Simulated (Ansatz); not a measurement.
**InPd: levels along high-symmetry lines**

```
CELL_PARAMETERS angstrom
3.27188 0.00000 0.00000
0.00000 3.27188 0.00000
0.00000 0.00000 3.27188
ATOMIC_POSITIONS crystal
In 0.00000 0.00000 0.00000
Pd 0.50000 0.50000 0.50000
```

Atom numbers follow the list: In1, Pd2.

Structure from Materials Project entry mp-21215 (possibly hypothetical), not relaxed further.

Spin polarisation is left out, and whether a magnetic state lies lower isn't shown here.

No spin–orbit coupling, which matters for the heavy atoms here.

Level of theory: DFT, LDA, all-electron LAPW, scalar-relativistic (Ansatz 0.2.0).

Settings: a Γ-centred 13×13×13 k mesh, Fermi–Dirac smearing of 0.03 eV, basis error target 1 meV/atom, no spin polarisation.

Points in fractions of the reciprocal vectors of this cell: Γ (0, 0, 0), X (0, 0.5, 0), M (0.5, 0.5, 0), R (0.5, 0.5, 0.5). The path joins them by straight lines in the order Γ–X–M–Γ–R–X–R–M; legs that retrace an earlier one aren't tabulated. Energies are in eV from the Fermi level.

**Question.** Metal or insulator at this level of theory?

**Answer.** No gap opens: metallic or semimetallic.

**Question.** Tabulate bands 22 to 27, counted from the lowest band of the run, along the path.

**Answer.** 
| k (1/Å) | point | band 22 | band 23 | band 24 | band 25 | band 26 | band 27 |
| --- | --- | --- | --- | --- | --- | --- | --- |
| 0.00 | Γ | -2.32 | -2.32 | -2.32 | 4.09 | 4.09 | 4.09 |
| 0.14 |  | -2.38 | -2.38 | -2.32 | 3.50 | 4.26 | 4.26 |
| 0.27 |  | -2.55 | -2.55 | -2.33 | 2.27 | 4.72 | 4.72 |
| 0.41 |  | -2.76 | -2.76 | -2.35 | 0.96 | 5.45 | 5.45 |
| 0.55 |  | -2.98 | -2.98 | -2.37 | -0.13 | 6.36 | 6.36 |
| 0.69 |  | -3.16 | -3.16 | -2.38 | -0.81 | 7.43 | 7.43 |
| 0.82 |  | -3.28 | -3.28 | -2.39 | -1.10 | 8.58 | 8.58 |
| 0.96 | X | -3.32 | -3.32 | -2.40 | -1.17 | 9.41 | 9.41 |
| 1.10 |  | -3.29 | -3.29 | -2.41 | -1.17 | 8.01 | 9.37 |
| 1.23 |  | -3.21 | -3.20 | -2.46 | -1.17 | 6.36 | 7.73 |
| 1.37 |  | -3.09 | -3.06 | -2.53 | -1.18 | 4.83 | 6.16 |
| 1.51 |  | -2.96 | -2.87 | -2.60 | -1.21 | 3.48 | 4.73 |
| 1.65 |  | -2.84 | -2.67 | -2.66 | -1.31 | 2.37 | 3.52 |
| 1.78 |  | -2.71 | -2.68 | -2.46 | -1.53 | 1.62 | 2.68 |
| 1.92 | M | -2.73 | -2.38 | -2.38 | -1.73 | 1.34 | 2.37 |
| 2.11 |  | -2.73 | -2.71 | -2.70 | -1.27 | 1.62 | 3.12 |
| 2.31 |  | -3.06 | -2.86 | -2.66 | -0.44 | 1.79 | 5.21 |
| 2.50 |  | -3.23 | -2.91 | -2.58 | 0.55 | 1.95 | 7.76 |
| 2.70 |  | -3.16 | -2.84 | -2.49 | 1.66 | 2.27 | 6.47 |
| 2.89 |  | -2.79 | -2.65 | -2.40 | 2.77 | 2.84 | 5.28 |
| 3.08 |  | -2.45 | -2.42 | -2.34 | 3.62 | 3.70 | 4.41 |
| 3.28 | Γ | -2.32 | -2.32 | -2.32 | 4.09 | 4.09 | 4.09 |
| 3.52 |  | -2.52 | -2.41 | -2.41 | 3.72 | 3.85 | 3.85 |
| 3.75 |  | -2.91 | -2.66 | -2.66 | 3.15 | 3.34 | 3.34 |
| 3.99 |  | -3.03 | -2.93 | -2.93 | 2.70 | 2.85 | 2.85 |
| 4.23 |  | -2.76 | -2.76 | -2.51 | 2.21 | 2.58 | 2.58 |
| 4.47 |  | -2.29 | -2.29 | -1.13 | 1.45 | 2.64 | 2.64 |
| 4.70 |  | -1.86 | -1.86 | -0.01 | 1.55 | 3.09 | 3.09 |
| 4.94 | R | -1.69 | -1.69 | -0.33 | 3.76 | 3.76 | 3.76 |
| 5.14 |  | -1.86 | -1.76 | -0.07 | 2.12 | 2.52 | 4.06 |
| 5.33 |  | -2.26 | -1.99 | 0.02 | 0.51 | 1.96 | 4.67 |
| 5.52 |  | -2.74 | -2.41 | -0.86 | -0.51 | 2.93 | 5.11 |
| 5.72 |  | -3.19 | -2.63 | -1.83 | -0.95 | 4.43 | 5.80 |
| 5.91 |  | -3.54 | -2.62 | -2.54 | -1.12 | 6.15 | 6.79 |
| 6.11 |  | -3.38 | -3.13 | -2.43 | -1.16 | 7.99 | 8.07 |
| 6.30 | X | -3.32 | -3.32 | -2.40 | -1.17 | 9.41 | 9.41 |
| 7.66 | R | -1.69 | -1.69 | -0.33 | 3.76 | 3.76 | 3.76 |
| 7.79 |  | -1.81 | -1.70 | -0.19 | 2.86 | 2.86 | 3.46 |
| 7.93 |  | -2.11 | -1.70 | 0.17 | 1.78 | 1.78 | 3.03 |
| 8.07 |  | -2.51 | -1.71 | 0.57 | 0.76 | 0.76 | 2.72 |
| 8.21 |  | -2.91 | -1.72 | -0.19 | -0.19 | 0.92 | 2.54 |
| 8.34 |  | -3.25 | -1.73 | -1.05 | -1.05 | 1.16 | 2.43 |
| 8.48 |  | -3.19 | -1.83 | -1.83 | -1.73 | 1.29 | 2.38 |
| 8.62 | M | -2.73 | -2.38 | -2.38 | -1.73 | 1.34 | 2.37 |
